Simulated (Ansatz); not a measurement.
Geometry optimisation in Ansatz: input, command and trajectory.

```yaml
crystal:
  lattice:
    - [5.4754753545, 2.4636393121, -2.7722069093]
    - [2.6336313825, 5.2221563966, 2.8588720921]
    - [5.2943570836, -2.4213294342, 2.4522802453]
  atoms:
    - { symbol: O, position: [0.4724725529, 0.2780517612, 0.5449912871] }
    - { symbol: O, position: [0.7614575342, 0.7480883746, 0.6788299905] }
    - { symbol: O, position: [0.8742203856, 0.3641461243, 0.083116273] }
    - { symbol: O, position: [0.3923389288, 0.6021551293, 0.1405002176] }
    - { symbol: O, position: [0.597358669, 0.010914929, 0.1886876842] }
    - { symbol: O, position: [0.2044763317, 0.9740686785, 0.6044908966] }
    - { symbol: O, position: [0.3439388115, 0.9937069967, 0.9077897148] }
    - { symbol: O, position: [0.7607290296, 0.2416600947, 0.7701336388] }
    - { symbol: O, position: [0.9463773117, 0.9973863762, 0.3305121815] }
    - { symbol: O, position: [0.0737583122, 0.3962659971, 0.3832097387] }
    - { symbol: O, position: [0.5896380591, 0.6374794872, 0.4233912798] }
    - { symbol: O, position: [0.0228826024, 0.708261045, 0.923397312] }
    - { symbol: "Y", position: [0.1664491588, 0.6625446807, 0.5067726626] }
    - { symbol: Hf, position: [0.9882559326, 0.0357402582, 0.9649759862] }
    - { symbol: Hf, position: [0.655426705, 0.7186411231, 0.0363419328] }
    - { symbol: Ta, position: [0.5142667081, 0.9599315877, 0.5479489414] }
    - { symbol: Ta, position: [0.8160767726, 0.3095461345, 0.4446873392] }
    - { symbol: Bi, position: [0.3264314424, 0.3577841218, 0.0167561364] }
  symmetry: { detect: false }
basis:
  ecutwfc: 420
kpoints:
  mp_grid: { grid: [3, 3, 3] }
hamiltonian:
  xc: pbe
scf:
  occupations: { method: gaussian, width: 0.1 }
  lower_state_search: "off"
output:
  forces: true
  stress: true
  eigenvalues: true
relax:
  adjacent_minimum: "off"
  f_tol: 0.04
  max_steps: 25
  cell: { stress_tol: 0.3 }
```

```bash
ansatz run input.yaml --threads 4 --pin off --max-ram 9216MiB --backend cpu --events-out ev --progress --plain --runs-dir out
```

All numbers below come from Ansatz 0.2.0, DFT PBE, scalar-relativistic, plane waves, PAW.

Of 3 frames 3 are shown, positions in Å and forces in eV/Å; the SCF threshold varies from step to step. Steps run on the plane waves of an earlier cell, with a Pulay correction in the pressure. The basis is chosen afresh for the last frame, the zero of the energies, and can be on the way; energy and pressure step there, also at an unchanged geometry.

```xyz
18
Lattice="5.4755 2.4636 -2.7722 2.6336 5.2222 2.8589 5.2944 -2.4213 2.4523" Properties=species:S:1:pos:R:3:forces:R:3 pbc="T T T" step=1 free_energy_over_end_meV_per_atom=0.02 pressure_GPa=-0.07
O     6.2047    1.2964    0.8216    0.0110    0.0040   -0.0040
O     9.7335    4.1389    1.6925   -0.0160    0.0000    0.0240
O     6.1858    3.8541   -1.1786    0.0020   -0.0020    0.0100
O     4.4780    3.7709    0.9784    0.0010    0.0350   -0.0050
O     4.2985    1.0718   -1.1621    0.0180    0.0080    0.0100
O     6.8853    4.1268    3.7003    0.0410    0.0190    0.0030
O     9.3064    3.8386    4.1136   -0.0160    0.0050   -0.0090
O     8.8792    1.2714    0.4706   -0.0240    0.0230    0.0040
O     9.5585    6.7398    1.0384   -0.0140    0.0160    0.0330
O     3.4763    1.3232    1.8681   -0.0390   -0.0280    0.0030
O     7.1490    3.7565    1.2261   -0.0020    0.0050   -0.0030
O     6.8794    1.5192    4.2258   -0.0210    0.0000    0.0240
Y     5.3393    2.6429    2.6754    0.0230   -0.0370    0.0020
Hf   10.6142    0.2848   -0.2711   -0.0030   -0.0010   -0.0270
Hf    5.6738    5.2796    0.3266    0.0070   -0.0060   -0.0320
Ta    8.2450    4.9531    2.6624    0.0170   -0.0470   -0.0130
Ta    7.6380    2.5503   -0.2869    0.0080    0.0230   -0.0150
Bi    2.8184    2.6320    0.1590    0.0060   -0.0170   -0.0070
18
Lattice="5.4774 2.4634 -2.7734 2.6338 5.2220 2.8590 5.2944 -2.4202 2.4506" Properties=species:S:1:pos:R:3:forces:R:3 pbc="T T T" step=2 free_energy_over_end_meV_per_atom=0.00 pressure_GPa=-0.01
O     6.2077    1.2953    0.8192   -0.0070    0.0200    0.0250
O     9.7356    4.1376    1.6900   -0.0050    0.0000    0.0000
O     6.1861    3.8547   -1.1799    0.0010    0.0010    0.0060
O     4.4782    3.7742    0.9791   -0.0040   -0.0130    0.0020
O     4.3027    1.0725   -1.1633   -0.0150    0.0160    0.0080
O     6.8886    4.1290    3.6982   -0.0030   -0.0100    0.0110
O     9.3071    3.8381    4.1114    0.0070    0.0190   -0.0010
O     8.8797    1.2745    0.4687   -0.0010   -0.0010   -0.0040
O     9.5575    6.7390    1.0393    0.0120   -0.0010    0.0060
O     3.4738    1.3226    1.8669    0.0010    0.0030   -0.0040
O     7.1498    3.7570    1.2248   -0.0030    0.0040    0.0030
O     6.8785    1.5198    4.2262   -0.0130    0.0090    0.0000
Y     5.3412    2.6407    2.6744    0.0050   -0.0060   -0.0040
Hf   10.6152    0.2867   -0.2746    0.0010   -0.0020   -0.0090
Hf    5.6764    5.2796    0.3258    0.0090   -0.0110   -0.0090
Ta    8.2485    4.9519    2.6593    0.0080   -0.0070   -0.0030
Ta    7.6376    2.5516   -0.2887   -0.0080   -0.0120   -0.0100
Bi    2.8203    2.6316    0.1580    0.0150   -0.0090   -0.0160
18
Lattice="5.4774 2.4634 -2.7734 2.6338 5.2220 2.8590 5.2944 -2.4202 2.4506" Properties=species:S:1:pos:R:3:forces:R:3 pbc="T T T" step=3 free_energy_over_end_meV_per_atom=0.00 pressure_GPa=-0.01
O     6.2077    1.2953    0.8192   -0.0070    0.0200    0.0250
O     9.7356    4.1376    1.6900   -0.0050    0.0000    0.0000
O     6.1861    3.8547   -1.1799    0.0010    0.0010    0.0070
O     4.4782    3.7742    0.9791   -0.0040   -0.0130    0.0020
O     4.3027    1.0725   -1.1633   -0.0150    0.0160    0.0080
O     6.8886    4.1290    3.6982   -0.0030   -0.0100    0.0110
O     9.3071    3.8381    4.1114    0.0070    0.0190   -0.0010
O     8.8797    1.2745    0.4687   -0.0010   -0.0010   -0.0040
O     9.5575    6.7390    1.0393    0.0120   -0.0010    0.0060
O     3.4738    1.3226    1.8669    0.0010    0.0030   -0.0040
O     7.1498    3.7570    1.2248   -0.0030    0.0040    0.0030
O     6.8785    1.5198    4.2262   -0.0130    0.0090    0.0000
Y     5.3412    2.6407    2.6744    0.0050   -0.0060   -0.0040
Hf   10.6152    0.2867   -0.2746    0.0010   -0.0020   -0.0090
Hf    5.6764    5.2796    0.3258    0.0090   -0.0110   -0.0090
Ta    8.2485    4.9519    2.6593    0.0080   -0.0070   -0.0030
Ta    7.6376    2.5516   -0.2887   -0.0080   -0.0120   -0.0100
Bi    2.8203    2.6316    0.1580    0.0150   -0.0090   -0.0160
```

The run took 43 s on 4 threads of Arm Neoverse V1 (shared host), peak memory 1 GiB.

The k mesh is coarse. Spin–orbit coupling is left out, which can shift energies with elements as heavy as these.